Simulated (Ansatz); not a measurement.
BN (zinc blende), conventional cell a = 3.610 Å, b = 3.610 Å, c = 3.610 Å, α = 90.00°, β = 90.00°, γ = 90.00°. The calculation uses the primitive cell of 2 atoms, to which meshes and values per cell refer.

Grid over V/V₀ and (c/a)/(c/a)₀, subscript 0 meaning the relaxed cell; the conventional c axis lies along z; no internal relaxation.

The numbers are results of r2SCAN (plane waves to 500 eV, PAW, scalar-relativistic; Ansatz, a first-principles code), not measurements. k mesh 16×16×16 (Γ-centred), Fermi-Dirac smearing 0.05 eV. Compression counts positive. BN was relaxed with its symmetry unable to fall.

Changes of σzz (GPa) from the point V/V₀ = 1.000, (c/a)/(c/a)₀ = 1.000 when one coordinate moves alone (two changes are said to add if the coupling is within 5 % of the smaller one, nearly so within 20 %):

```csv
point,change
"V/V₀ = 1.000, (c/a)/(c/a)₀ = 0.880",45.26
"V/V₀ = 1.000, (c/a)/(c/a)₀ = 0.920",31.70
"V/V₀ = 1.000, (c/a)/(c/a)₀ = 0.960",16.59
"V/V₀ = 0.960, (c/a)/(c/a)₀ = 1.000",17.23
"V/V₀ = 0.973, (c/a)/(c/a)₀ = 1.000",11.13
"V/V₀ = 0.987, (c/a)/(c/a)₀ = 1.000",5.39
"V/V₀ = 1.013, (c/a)/(c/a)₀ = 1.000",-5.07
"V/V₀ = 1.027, (c/a)/(c/a)₀ = 1.000",-9.83
"V/V₀ = 1.040, (c/a)/(c/a)₀ = 1.000",-14.31
"V/V₀ = 1.000, (c/a)/(c/a)₀ = 1.040",-17.90
"V/V₀ = 1.000, (c/a)/(c/a)₀ = 1.080",-36.90
"V/V₀ = 1.000, (c/a)/(c/a)₀ = 1.120",-56.79
```

### Question
What is the change at V/V₀ = 0.987, (c/a)/(c/a)₀ = 1.120, where both move, and how far is it from the sum?

### Answer
The sum of the single changes is 5.39 + (-56.79) = -51.40; the calculation gives -52.24, so the coupling contributes -0.84 (under 20 % of the smaller single change, nearly additive).

### Question
Do the two effects add at V/V₀ = 1.040, (c/a)/(c/a)₀ = 1.120? Give the computed change.

### Answer
The sum of the single changes is -14.31 + (-56.79) = -71.10; the calculation gives -68.66, so the coupling contributes 2.44 (under 20 % of the smaller single change, nearly additive).

### Question
What is the change at V/V₀ = 0.973, (c/a)/(c/a)₀ = 1.120, where both move, and how far is it from the sum?

### Answer
The sum of the single changes is 11.13 + (-56.79) = -45.66; the calculation gives -47.36, so the coupling contributes -1.70 (under 20 % of the smaller single change, nearly additive).

(Under strain, the slope of the energy per volume gives the stress and its curvature an elastic modulus.)
